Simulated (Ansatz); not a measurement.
Method: DFT PBE, scalar-relativistic, plane waves, PAW in Ansatz 0.2.0. The final run on the 3-atom cell used 420 eV, a Γ-centred 16×16×8 mesh, 0.10 eV smearing and no spin polarisation.

The zero of energy is the elements' standard structures at the same level (F₂ as a molecule); no fitted shifts are applied.

Q: Give a relaxed trial structure of a tetragonal metal with formula ZrF2, with a formation energy near −2.43 eV/atom and about 16 Å³ per atom, in a cell of 3 atoms. Its symmetry should be P4/mmm (No. 123).

A: ZrF2, space group P4/mmm (No. 123). Zr is surrounded by 8 F at 2.38 Å and 4 Zr at 2.87 Å; F is surrounded by 4 Zr at 2.38 Å, 1 F at 2.50 Å and 4 F at 2.87 Å.

```cif
data_structure
_symmetry_space_group_name_H-M 'P4/mmm'
_symmetry_Int_Tables_number 123
_cell_length_a 2.8689
_cell_length_b 2.8689
_cell_length_c 5.9428
_cell_angle_alpha 90.000
_cell_angle_beta 90.000
_cell_angle_gamma 90.000
_cell_volume 48.91
loop_
_atom_site_label
_atom_site_type_symbol
_atom_site_symmetry_multiplicity
_atom_site_Wyckoff_symbol
_atom_site_fract_x
_atom_site_fract_y
_atom_site_fract_z
_atom_site_occupancy
Zr1 Zr 1 a 0.00000 0.00000 0.00000 1
F1 F 2 h 0.50000 0.50000 0.21069 1
```

The volume per atom is 16.3 Å³ and the density is 4.4 g/cm³. The formation energy is −2.43 eV/atom. The gap on the 16×16×8 mesh of the 3-atom cell is 0 eV (a metal).

The cell was found from a structure generator's guess, not taken from experiment. Other answers may fit too; this one was computed.

Weakly bound directions are ill-defined at this level, which has no dispersion term. Symmetry constrained the relaxation, so the result can be a saddle point.
